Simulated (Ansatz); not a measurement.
Li$_{3}$Au in space group Fm-3m (No. 225; Li on 8c, Li on 4b, Au on 4a) under volume change, the program Ansatz at the r²SCAN level (PAW), scaled uniformly.

```json
[
 {"V (Å³/atom)": "13.926", "E − E(relaxed) (meV/atom)": "16.6", "P (GPa)": "4.18"},
 {"V (Å³/atom)": "14.385", "E − E(relaxed) (meV/atom)": "7.0", "P (GPa)": "2.57"},
 {"V (Å³/atom)": "14.844", "E − E(relaxed) (meV/atom)": "1.7", "P (GPa)": "1.19"},
 {"V (Å³/atom)": "15.303", "E − E(relaxed) (meV/atom)": "0.0", "P (GPa)": "0.01"},
 {"V (Å³/atom)": "15.762", "E − E(relaxed) (meV/atom)": "1.5", "P (GPa)": "-1.00"},
 {"V (Å³/atom)": "16.221", "E − E(relaxed) (meV/atom)": "5.6", "P (GPa)": "-1.87"},
 {"V (Å³/atom)": "16.680", "E − E(relaxed) (meV/atom)": "12.1", "P (GPa)": "-2.62"}
]
```

What does a third-order Birch–Murnaghan fit give for V₀, B₀ and B′?

V₀ = 15.31 Å³/atom, B₀ = 36.4 GPa, B′ = 4.1.

The workflow started from an entry of the Crystallography Open Database (COD). Whether it is the stable phase at ambient conditions was not checked. Symmetry was held in the r²SCAN relaxation; its stability against distortions is not shown here. Scalar-relativistic: spin–orbit coupling is off unless named, which matters more the heavier the elements.

Potentials: the later of the program's two PAW sets.
